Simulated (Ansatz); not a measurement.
Relaxed CuAu (CuAu type, space group P4/mmm):

```
CELL_PARAMETERS angstrom
      2.86058     0.00000     0.00000
      0.00000     2.86058     0.00000
      0.00000     0.00000     7.10362
ATOMIC_POSITIONS crystal
  Cu 0.50000 0.50000 0.25000
  Cu 0.50000 0.50000 0.75000
  Au 0.00000 0.00000 0.00000
  Au 0.00000 0.00000 0.50000
```

The atoms are displaced by Q × the pattern below (from a DFPT mode at Z = (0.0, 0.0, 0.5), largest move 1; Q in Å), at fixed cell. (q is in reciprocal vectors of the primitive cell; the cell shown is doubled to hold the pattern.)

| atom | x | y | z |
|---|---|---|---|
| Cu1 | 0.000 | 0.000 | -1.000 |
| Cu2 | 0.000 | 0.000 | 1.000 |

Atoms not listed stay in place.

These are r2SCAN (plane waves to 500 eV, PAW, scalar-relativistic; Ansatz, a program for electronic structure) values and carry that method's errors. k mesh 16×16×7 (Γ-centred), Fermi-Dirac smearing 0.05 eV. E stands for the smeared free energy. With partly filled bands, energies and forces of such displacements shift with the k mesh and the smearing. CuAu is run without spin polarisation. CuAu was relaxed with its symmetry unable to fall. Spin-orbit coupling is left out, though Au is heavy. ΔE is measured from the undisplaced structure. The last digit holds for this mesh only.

```csv
Q (Å),ΔE (meV/cell)
-0.2800,608.2
-0.2333,419.7
-0.1867,267.3
-0.1400,withheld
-0.0933,66.5
-0.0467,16.6
0.0000,0.0
0.0467,16.6
0.0933,66.5
0.1400,withheld
0.1867,267.3
0.2333,419.7
0.2800,608.2
```

**Question.** Fit an even polynomial form (powers 2, 4) to the given rows and predict ΔE at Q = -0.1400.

**Answer.** Least squares on the 11 given rows: ΔE = (7603)·Q² + (1979)·Q⁴, in meV/cell with Q in Å; root-mean-square residual 0.09 meV/cell. At -0.1400 the fit gives 149.8 meV/cell; the calculation gives 149.8 meV/cell, the same to the digits shown. The quadratic term alone would give 149.0 meV/cell.

(For displaced atoms, the force is minus the slope of the energy, and its curvature is a force constant, which sets phonon frequencies.)
